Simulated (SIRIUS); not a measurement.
Set-up for a self-consistent single point of HgTe (Cmcm, 4 atoms in the cell; from Materials Project mp-1507, changed as shown).

```
CELL_PARAMETERS angstrom
      3.03190    -3.51255     0.00000
      3.03190     3.51255     0.00000
      0.00000     0.00000     5.87446
ATOMIC_POSITIONS crystal
  Hg 0.34305 0.65695 0.75000
  Hg 0.65695 0.34305 0.25000
  Te 0.78481 0.21519 0.75000
  Te 0.21519 0.78481 0.25000
```

Computed with PBEsol, GBRV PBEsol ultrasoft pseudopotentials (plane waves; SIRIUS).

SIRIUS settings:

* **parameters.ngridk**: 4 4 4
* **parameters.xc_functionals**: [XC_GGA_X_PBE_SOL, XC_GGA_C_PBE_SOL]
* **parameters.gk_cutoff**: 6.325 1/bohr
* **parameters.pw_cutoff**: 14.143 1/bohr
* **parameters.smearing**: gaussian
* **parameters.smearing_width**: 0.00367493 Ha
* **potentials**: GBRV PBEsol ultrasoft pseudopotentials
* **parameters.electronic_structure_method**: pseudopotential
* **parameters.num_bands**: 22
* **parameters.num_mag_dims**: 0
* **parameters.num_dft_iter**: 100
* **parameters.energy_tol**: 1e-07 Ha
* **parameters.density_tol**: 1e-06
* **mixer.type**: anderson
* **mixer.beta**: 0.5
* **mixer.use_hartree**: true

Results:

Number of valence electrons: 36
Number of bands: 22
Number of k-points after the program's reduction: 21
Number of plane waves (most at a k-point): 3656
Number of SCF iterations: 18
FFT grid: 45 × 45 × 54
Free energy E − TS: -3645.0511 eV
Fermi level (on the code's own zero): 6.61 eV
Pressure: -4.41 GPa
Largest force (vector length): 0.232 eV/Å

Forces (eV/Å):
```csv
atom,Fx,Fy,Fz
Hg1,0.000,-0.025,0.000
Hg2,0.000,0.025,0.000
Te3,0.000,0.232,0.000
Te4,0.000,-0.232,0.000
```

Stress (GPa, positive for compression):
```
-4.73   0.00   0.00
 0.00  -3.28   0.00
 0.00   0.00  -5.23
```

For comparison: a first run was changed to give this one (volume scaled by 1.04), and from it to this one the free energy rises by 28.4 meV/atom, the pressure goes from -3.09 to -4.41 GPa and the largest force goes from 0.130 to 0.232 eV/Å.

The structure comes from a collection of computed structures, made at another level of theory; the collection holds predicted forms beside known ones. No clean gap shows at this smearing width and mesh (spacing up to 0.34 Å⁻¹); the mesh is coarse for partly filled bands, so the values carry mesh errors. Semi-local functionals can close small gaps.

Cost on one core: around 40 core-seconds (rough).
